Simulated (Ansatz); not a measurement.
All numbers below come from DFT PBE, scalar-relativistic, plane waves, PAW in Ansatz. Settings: cutoff 420 eV, Γ-centred meshes spaced at most about 0.3 Å⁻¹, and about 0.25 Å⁻¹ or finer for metals (2π included), Gaussian smearing. No spin polarisation in the final relaxations.

These are static total energies at zero pressure.

Compare these two cells of InReS₄, each relaxed at this level.

A.

```yaml
crystal:
  lattice:
    - [3.03346, 0.00000, 0.00000]
    - [0.00000, 3.03346, 0.00000]
    - [0.00000, 0.00000, 13.76958]
  atoms:
    - { symbol: In, position: [0.00000, 0.00000, 0.00000] }
    - { symbol: Re, position: [0.50000, 0.50000, 0.50000] }
    - { symbol: S, position: [0.50000, 0.50000, 0.12364] }
    - { symbol: S, position: [0.00000, 0.00000, 0.60391] }
    - { symbol: S, position: [0.00000, 0.00000, 0.39609] }
    - { symbol: S, position: [0.50000, 0.50000, 0.87636] }
```

B.

```yaml
crystal:
  lattice:
    - [4.20895, 0.00000, 0.00000]
    - [0.00000, 4.20895, 0.00000]
    - [0.00000, 0.00000, 6.32884]
  atoms:
    - { symbol: In, position: [0.00000, 0.00000, 0.00000] }
    - { symbol: Re, position: [0.50000, 0.50000, 0.50000] }
    - { symbol: S, position: [0.50000, 0.00000, 0.71678] }
    - { symbol: S, position: [0.00000, 0.50000, 0.28322] }
    - { symbol: S, position: [0.50000, 0.00000, 0.28322] }
    - { symbol: S, position: [0.00000, 0.50000, 0.71678] }
```

Question: Which would you expect to be lower, and how large is the difference?

Answer: B is lower, by 200 meV/atom. A has space group P4/mmm (No. 123), 21.1 Å³/atom and no gap on its mesh; B has In and Re ordered on fluorite sites, space group P4/mmm (No. 123), 18.7 Å³/atom and no gap. Counting S atoms around In and Re (those within 1.25 times the shortest such distance or 1.15 times the sum of covalent radii), A and B both have In 8, Re 8. Both come from invented guesses.

Weakly bound directions are ill-defined at this level, which has no dispersion term (P4/mmm at 21.1 Å³/atom), and this can change margins and order among such cells. Spin–orbit coupling, which can matter for Re, is left out. Cells relaxed within their symmetry can be saddle points.
